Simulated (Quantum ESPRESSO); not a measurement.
# NbZrTaO6F2: a curve over one atom's position

Computed values, not a measurement. The program is pw.x of Quantum ESPRESSO 7.5 (plane-wave density functional theory). The cell is made up: 11 atoms on a fluorite lattice with one site empty, with randomly drawn elements, strain and displacements, not relaxed. PseudoDojo standard norm-conserving files (v0.5 for PBE, v0.4.1 for LDA and PBEsol) set the functional; there is no spin polarisation, spin-orbit coupling or dispersion term, and the masses in the input are unused placeholders.

Seven runs move atom 5 (O, counted in the order of the input) along x and keep all else fixed.

Input of the run at -0.0159:

```
&control calculation='scf', pseudo_dir='./dojo.nc.sr.pbe.v0_5.standard.upf', outdir='./o', disk_io='low', tprnfor=.true., tstress=.true. /
&system ibrav=0, nat=11, ntyp=5, nbnd=50, ecutwfc=84.00895049, nosym=.true., tot_charge=0,
 occupations='smearing', smearing='fd', degauss=0.0018374661
/
&electrons conv_thr=7.350e-09, electron_maxstep=60, /
ATOMIC_SPECIES
F 1.0 F.upf
Nb 1.0 Nb.upf
O 1.0 O.upf
Ta 1.0 Ta.upf
Zr 1.0 Zr.upf
CELL_PARAMETERS angstrom
5.1793 0.028 -0.0553
0.028 5.1129 -0.023
-0.0553 -0.023 5.0795
ATOMIC_POSITIONS angstrom
Nb -0.0058 -0.0203 -0.0655
Zr 0.075 2.4859 2.5669
Ta 2.502 -0.014 2.5597
O 1.3249 1.3075 1.2663
O 1.2566 1.2328 3.7317
O 1.357 3.9102 1.3135
O 1.2653 3.8208 3.7969
O 3.989 1.2295 1.2566
O 3.8178 1.3138 3.7594
F 3.8766 3.9663 1.1722
F 3.9244 3.7359 3.7637
K_POINTS automatic
4 4 4 1 1 1
```

| shift of atom 5 along x (Å) | free energy less that of the input shown (eV) | Fx on atom 5 (eV/Å) | Fy on atom 5 (eV/Å) | Fz on atom 5 (eV/Å) | pressure (GPa) | next band up at Gamma (eV) | iterations |
| --- | --- | --- | --- | --- | --- | --- | --- |
| -0.0930 | -0.0148 | 0.122 | -2.370 | 0.406 | -16.52 | 0.423 | 19 |
| -0.0288 | -0.0058 | -0.396 | -2.182 | 0.196 | -16.81 | 0.387 | 18 |
| -0.0159 | 0.0000 | -0.497 | -2.146 | 0.158 | -16.85 | 0.380 | 18 |
| +0.0243 | 0.0262 | -0.801 | -2.035 | 0.050 | -16.94 | 0.362 | 18 |
| +0.0437 | 0.0431 | -0.942 | -1.982 | 0.003 | -16.97 | 0.354 | 18 |
| +0.0593 | 0.0587 | -1.055 | -1.940 | -0.033 | -16.98 | 0.348 | 18 |
| +0.0708 | 0.0713 | -1.138 | -1.910 | -0.057 | -16.98 | 0.343 | 18 |

A cubic fit gives dFx/dx = -7.59 eV/Å² at zero shift. Across the table the free energy follows the integral of the force to within 0.3 meV. A rerun of one of the cells at 1467 eV and a 6 x 6 x 6 mesh moved values by no more than 0.002 eV in energy, 0.06 GPa in stress and 0.010 eV/Å in force. The band column is the level of band 45 at Gamma less that of band 44, whose number is half the electron count, rounded up; it comes from a band step after each run.